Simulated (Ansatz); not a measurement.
Values for one crystal, relaxed and computed with DFT-r²SCAN+D4 in the program Ansatz with PAW potentials; other levels are named.

* **Volume per atom**: 23.19 Å³
* **Band gap**: 1.86 eV (direct)
* **Electron effective mass with spin–orbit coupling**: 0.17, 0.17, 0.35 mₑ (principal values)
* **Electron effective mass**: 0.17, 0.17, 0.35 mₑ (principal values)
* **Hole effective mass, band 2 of 2 at the edge**: 0.24 along x (mₑ)
* **Hole effective mass with spin–orbit coupling**: 0.39 along x (mₑ)
* **Gap with spin–orbit coupling**: 1.73 eV

Question: Which of these materials gives this?
(A) WS2, P6_3/mmc (W on 2c, S on 4f)
(B) Mg2Al2Se5, P-3m1 (Pearson symbol hP9)
(C) MoS2, P6_3/mmc (Mo on 2c, S on 4f)
(D) PdSe2O5, C2/c (Pearson symbol mS32)

Answer: B, Mg2Al2Se5, P-3m1 (Pearson symbol hP9)

The first step of the workflow began from a Materials Project structure, measured or hypothetical; the Crystallography Open Database copy checked does not list it. Its standing as an ambient phase is unchecked. The r²SCAN+D4 relaxation kept the symmetry of its start; its stability against distortions is not shown here. Spin–orbit coupling is left out wherever it is not named.

Potentials: the later of the program's two PAW sets.
